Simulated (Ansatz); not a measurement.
Ga4As3P as one 8-atom ordering (Amm2) on the zincblende lattice, relaxed with r2SCAN. Space group Amm2 (No. 38), orthorhombic; conventional cell a = 3.970 Å, b = 7.938 Å, c = 11.216 Å, 22.09 Å³ an atom. P has 4 Ga at 2.38–2.40 Å; As has 4 Ga at 2.43–2.46 Å; As has 4 Ga at 2.43–2.45 Å; Ga has 2 P at 2.40 Å and 2 As at 2.46 Å; Ga has 1 P at 2.38 Å and 3 As at 2.44–2.45 Å; Ga has 4 As at 2.43 Å.

```
P As Ga
1.0
     3.97033    0.00000    0.00000
     0.00000    3.96893    5.60824
     0.00000   -3.96893    5.60824
P As Ga
1 3 4
Direct
  0.00000 0.99996 0.99996
  0.50000 0.99975 0.50017
  0.50000 0.50017 0.99975
  0.00000 0.50019 0.50019
  0.50000 0.87948 0.87948
  0.00000 0.87781 0.36789
  0.00000 0.36789 0.87781
  0.50000 0.37475 0.37475
```

The questions ask for values computed with Ansatz 0.2.0 on this geometry. All values are calculated for a non-magnetic cell, which may be hypothetical.

Task: Is there a gap with PBE, and of what kind?

Result: With PBE the gap is 0.74 eV and direct, at Γ.

Task: Estimate the gap with PBE+SOC on 6×4×4.

Result: With PBE+SOC the gap is 0.65 eV and direct, at Γ. The gap differs by -0.09 eV from PBE's.

Task: What does HSE06 give for the gap (4×2×2 mesh)?

Result: With HSE06 the gap is 1.66 eV and direct, at Γ. The gap differs by +0.92 eV from PBE's.

Task: What does PBE0 give for the gap (4×2×2 mesh)?

Result: The PBE0 gap is direct at Γ: 2.31 eV. The gap differs by +1.57 eV from PBE's.

Only the levels marked +SOC include spin-orbit coupling.

The meshes of the hybrids are coarse, so their gaps aren't converged to the digits shown.
